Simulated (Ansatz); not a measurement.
Nb3Sn:
```
Nb3Sn
1.0
    5.30460     0.00000     0.00000
    0.00000     5.30460     0.00000
    0.00000     0.00000     5.30460
Nb Sn
6 2
Direct
  0.25000   0.00000   0.50000
  0.75000   0.00000   0.50000
  0.50000   0.75000   0.00000
  0.50000   0.25000   0.00000
  0.00000   0.50000   0.75000
  0.00000   0.50000   0.25000
  0.00000   0.00000   0.00000
  0.50000   0.50000   0.50000
```

Relaxed with r²SCAN.

Task: Map the electron localisation function on the plane through (0.250, 0.000, 0.500) spanned by u = [1, 0, 0] and v = [0, 1, 0] in lattice vectors, from plane-wave PAW r²SCAN (Ansatz code).

Result: x is the fraction of u, y of v (the angle between them is 90°; rows are the nearest grid lines); atoms in the plane: Nb at (0.00, 0.00), Nb at (0.50, 0.00), Sn at (0.25, 0.50).
```
|0389854447995115997444589830|
|3589854446997337996444589853|
|8999633335899889975343468988|
|8753223421247886422454323578|
|3321124432112332223566422233|
|1111245553211111235677642211|
|2223455555432223456777764322|
|4454444444454455566777766554|
|6654433333445666666666666666|
|6543210001234665544444444566|
|6432100000234565444444444556|
|5432000000134565433444333455|
|5432000000134565433444333455|
|6432100000234565444444444556|
|6543210001234665544444444566|
|6654433333445666666666666666|
|4454444444454455566777766554|
|2223455555432223456777764322|
|1111245553211111235677642211|
|3321124432112332223566422233|
|8753223421247886422454323578|
|8999633335899889975343468988|
|3589854446997337996444589853|
|0389854447995115997444589830|
```
Scale: ten equal steps from 0.000 (start of '0') to 0.757 (end of '9'), in the order '0123456789'; x runs from 0.000 to 1.00, y from 0.000 (bottom) to 1.00 (top).

The density is the valence pseudo-density with augmentation charge, so density and ELF within about 1 Å of a nucleus are not all-electron values.

Space group Pm-3n (A15 (Cr3Si type)). Symmetry was held in the r²SCAN relaxation. The run is not spin-polarised. Spin–orbit coupling is left out wherever it is not named.

Potentials: the earlier of the program's two PAW sets.
